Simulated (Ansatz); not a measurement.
Relaxed Pt (fcc, Cu type):

```xyz
4
Lattice="3.9701 0.0000 0.0000 0.0000 3.9701 0.0000 0.0000 0.0000 3.9701" Properties=species:S:1:pos:R:3 pbc="T T T"
Pt     0.0000     0.0000     0.0000
Pt     1.9850     1.9850     0.0000
Pt     1.9850     0.0000     1.9850
Pt     0.0000     1.9850     1.9850
```

Scan: atom 1 (Pt, nearest neighbour Pt at 2.807 Å; its periodic images, 4.0 Å or more away, move with it) is displaced along Cartesian [111], direction (0.577, 0.577, 0.577) in Cartesian axes, by s. The other atoms stay.

These are PBE (plane waves to 420 eV, PAW, scalar-relativistic; Ansatz, a quantum-chemistry and plane-wave program) values and carry that method's errors. k mesh 10×10×10 (Γ-centred), Fermi-Dirac smearing 0.05 eV. The energy includes the smearing's −TS. With partly filled bands, energies and forces of such displacements shift with the k mesh and the smearing. Pt is run without spin polarisation. Pt was relaxed with its symmetry unable to fall. Spin-orbit coupling is left out, though Pt is heavy. The PAW data are Ansatz's earlier set. ΔE is measured from the undisplaced structure. The last digit holds for this mesh only.

| s (Å) | ΔE (meV/cell) |
|---|---|
| -0.840 | 6153.8 |
| -0.672 | 3361.4 |
| -0.504 | 1643.4 |
| -0.336 | withheld |
| -0.168 | 160.0 |
| 0.000 | 0.0 |
| 0.168 | 160.0 |
| 0.336 | withheld |
| 0.504 | 1643.4 |
| 0.672 | 3361.4 |
| 0.840 | 6153.8 |

Problem. Fit an even polynomial form (powers 2, 4, 6) to the given rows and predict ΔE at s = -0.336.

Solution. Least squares on the 9 given rows: ΔE = (5289)·s² + (4584)·s⁴ + (396.7)·s⁶, in meV/cell with s in Å; root-mean-square residual 3.60 meV/cell. At -0.336 the fit gives 656.1 meV/cell; the calculation gives 663.4 meV/cell, so the interpolation is off by -7.3 (-1.1 %). The quadratic term alone would give 597.1 meV/cell.

(A displaced cell: forces are minus the slopes of the energy, force constants its curvatures, and phonons follow from these.)
